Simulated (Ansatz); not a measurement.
## YbBi in the antiNiAs structure

Computed with Ansatz (plane waves, PAW, 420 eV cutoff): PBE, scalar-relativistic, collinear spin, Γ-centred 8×8×6 mesh, 0.05 eV Gaussian smearing; PAW files: Ansatz's generated set soft_2.

```
Yb Bi
1.0
     4.81051    0.00000    0.00000
    -2.40526    4.16603    0.00000
     0.00000    0.00000    6.80256
Yb Bi
2 2
Direct
  0.33333 0.66667 0.25000
  0.66667 0.33333 0.75000
  0.00000 0.00000 0.00000
  0.00000 0.00000 0.50000
```

The structure was built from a prototype; whether the compound forms in it isn't claimed.

Magnetic state: non-magnetic, site spin moments none.

The cell above was scaled in volume, and shape and atoms were relaxed at each volume within its symmetry. Energies are counted from the cell above.

| V (Å³/atom) | ΔE (meV/atom) | P from the stress (GPa) |
| --- | --- | --- |
| 32.208 | 12.97 | 2.32 |
| 32.719 | 6.70 | 1.61 |
| 33.400 | 1.65 | 0.77 |
| 34.082 | 0.00 | 0.02 |
| 34.764 | 1.41 | -0.66 |
| 35.445 | 5.60 | -1.29 |
| 36.468 | 16.42 | -2.09 |
| 37.490 | 32.04 | -2.79 |

**Question.** Do the energies and the pressures agree? Compare −ΔE/ΔV between neighbouring points (1 meV/Å³ = 0.1602 GPa) with the mean of their pressures.

**Answer.** 
```
interval (Å³/atom)  −ΔE/ΔV (GPa)  mean P (GPa)
    32.21 to 32.72           2.0           2.0
    32.72 to 33.40           1.2           1.2
    33.40 to 34.08           0.4           0.4
    34.08 to 34.76          -0.3          -0.3
    34.76 to 35.45          -1.0          -1.0
    35.45 to 36.47          -1.7          -1.7
    36.47 to 37.49          -2.4          -2.4
```
They differ by 0.01 GPa at most.

**Question.** What do the two routes give for V0, B0 and B0′?

**Answer.** A third-order Birch–Murnaghan fit of the energies: V0 = 34.10 Å³/atom, B0 = 36 GPa, B0′ = 4.3. A polynomial of P in ln V, with B = −dP/d ln V at P = 0: V0 = 34.09 Å³/atom, B0 = 36 GPa, B0′ = 4.4.

B0·V0 = 35.9 GPa × 34.10 Å³ = 7.65 eV/atom sets the scale: near the minimum ΔE ≈ ½ B0 V0 x², with x = V/V0 − 1, and a pressure of 0.4 GPa squeezes the volume by about 1 %. At the ends of the curve: x = −5.5 % predicts 11.7 meV/atom and the run gives 13.0; x = +10.0 % predicts 37.9 meV/atom and the run gives 32.0. The curve is steeper than the parabola on the compressed side and flatter on the expanded side: the bulk modulus rises with pressure.

Without a U the 4f levels of Yb lie too near the Fermi level, so their share of the states there, and what hangs on it, is overstated. Scalar-relativistic only: spin–orbit splittings of the heavy atoms' levels are missing. The run holds 0.8 f electrons more on Yb than the trivalent ion has, so it is divalent here. In such compounds it is trivalent as a rule, so this state is likely an artefact, and the extra f charge swells the ion. The run is a metal.
